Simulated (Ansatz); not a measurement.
Input:

C:
```yaml
crystal:
  lattice:
    - [3.79573, 0.00000, 0.00000]
    - [0.00000, 3.79573, 0.00000]
    - [0.00000, 0.00000, 4.67233]
  atoms:
    - { symbol: C, position: [0.92394, 0.07606, 0.25000] }
    - { symbol: C, position: [0.42394, 0.42394, 0.00000] }
    - { symbol: C, position: [0.07606, 0.92394, 0.75000] }
    - { symbol: C, position: [0.57606, 0.57606, 0.50000] }
    - { symbol: C, position: [0.37885, 0.83292, 0.96637] }
    - { symbol: C, position: [0.66708, 0.87885, 0.71637] }
    - { symbol: C, position: [0.62115, 0.16708, 0.46637] }
    - { symbol: C, position: [0.33292, 0.12115, 0.21637] }
    - { symbol: C, position: [0.87885, 0.66708, 0.28363] }
    - { symbol: C, position: [0.16708, 0.62115, 0.53363] }
    - { symbol: C, position: [0.12115, 0.33292, 0.78363] }
    - { symbol: C, position: [0.83292, 0.37885, 0.03363] }
```

This is the r²SCAN-relaxed structure. Tensor components refer to the Cartesian frame of this cell.

Q: All from r²SCAN (plane waves, PAW; program Ansatz), unless another level is named. Predict the piezoelectric stress constants (proper, relaxed ions, C/m²).

A: e14 = -0.03, e25 = 0.03.

Q: What about the Debye temperature from the elastic constants?

A: 2190 K.

Space group P4_32_12. The start of the workflow was typed in or built on a structure type; neither database checked (COD, Materials Project) lists it. It is not the phase usual at ambient conditions (space group No. 194, 227). Symmetry was held in the r²SCAN relaxation; its stability against distortions is not shown here.

Potentials: the earlier of the program's two PAW sets.
